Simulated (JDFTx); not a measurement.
System: Mo3Si(100) (Pm-3n bulk; lattice of mp-1275, not re-optimised at this level), 1x1 cell of 13 atoms in 7 planes (Mo outermost, slab composition Mo10Si3), area 23.91 Å² a face, 7.1 Å between the outermost planes in a cell 23.3 Å high; k mesh 4×4×1, Fermi width 0.01 Ha, no spin polarisation. Whether this polymorph is the ambient one wasn't checked.

Level of theory: PBE, GBRV ultrasoft potentials, plane waves to 20/100 Ha; code: a modified build of JDFTx. Liquid: linear PCM (GLSSA13), water, 1 M NaCl. Between zero charge and -0.71 V from it the run gives σ = -15.8 μC/cm², a mean capacitance of 22.3 μF/cm². The liquid has ε = 78.4, a 1:1 salt at 1 M with linear (Debye) response, and T = 298 K.

A calculation by hand: the Debye length, the diffuse-layer capacitance, and the inner capacitance that is left when the two stand in series.

Each ion has density c = 1 × 6.022×10⁻⁴ = 6.022e-04 Å⁻³. λ² = ε kT / (8π (e²/4πε₀) c) with kT = 0.02568 eV and e²/4πε₀ = 14.40 eV Å gives λ = 3.04 Å; the log prints 3.04 Å. C_diffuse = ε₀ε/λ = 228 μF/cm². Then 1/C_inner = 1/22.3 − 1/228, so C_inner = 24.7 μF/cm², which equals a vacuum gap of ε₀/C_inner = 0.36 Å. The diffuse layer takes 10 % of the potential drop; the rest lies between the electrode's charge and the onset of the dielectric, with the electrode's own (quantum) capacitance in it. The split is a model: in the calculation solvent and ions share one smooth cavity.
